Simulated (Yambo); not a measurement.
RPA spectrum of AlP (wurtzite, space group P6_3mc, No. 186) on PBEsol bands in Yambo (9×9×4 mesh, 55 bands, 4 Ry local-field block, 0.2 eV broadening; field along x). CGrdSpXd merges neighbouring transition energies to save time; the report line [X-CG] gives the poles kept by one of the 4 MPI tasks, and where the merging fails may depend on that split. Axes are Cartesian, with cell vectors (Å) (3.86, 0.00, 0.00), (-1.93, 3.34, 0.00), (0.00, 0.00, 6.34).

```tsv
CGrdSpXd asked (%)	share reached (%)	poles used (one task)	static ε	largest change of Im ε (% of its maximum)	rough time
100	100	2340	7.88	0.0	1
70	69	1638	7.88	0.1	within a factor of two
30	30	702	7.89	1.1	about 1/3
15	1	40	8.06	22	about 1/10
5	1	40	8.06	22	about 1/10
```

All runs end normally. In the runs at 15 %, 5 % few poles are left or the spectrum changes by over a quarter of its peak, and no warning says so. Times are rough ratios from shared machines. The k mesh wasn't tested; the rows compare only with each other.

Geometry relaxed with PBEsol; primitive cell a = 3.861 Å, b = 3.861 Å, c = 6.335 Å, α = 90.00°, β = 90.00°, γ = 120.00°.

This is not the ordinary phase of the substance; no match was found in the copy of COD used, and its stability was not checked.
